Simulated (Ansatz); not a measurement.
Question: TiSi$_{2}$ in space group Cmcm (No. 63; Si on 4c, Si on 4c, Ti on 4c) is relaxed with LDA in the plane-wave PAW code Ansatz. What lattice parameters of the conventional cell result?

Answer: a = 3.486 Å, b = 13.254 Å, c = 3.532 Å.

Question: Give the free coordinates with the occupied sites.

Answer: In one choice of origin and axes:

```json
[
 {"atom": "Si", "site": "4c", "symmetry": "m2m", "x": "0.0000", "y": "0.0599", "z": "0.7500"},
 {"atom": "Si", "site": "4c", "symmetry": "m2m", "x": "0.0000", "y": "0.2504", "z": "0.2500"},
 {"atom": "Ti", "site": "4c", "symmetry": "m2m", "x": "0.0000", "y": "0.6025", "z": "0.2500"}
]
```

Question: Is it a metal or does it have a gap at this level?

Answer: No gap at this level.

The LDA relaxation kept the symmetry of its start; of distortions, only those at the zone centre were tested. The run is not spin-polarised.

Potentials: the later of the program's two PAW sets.
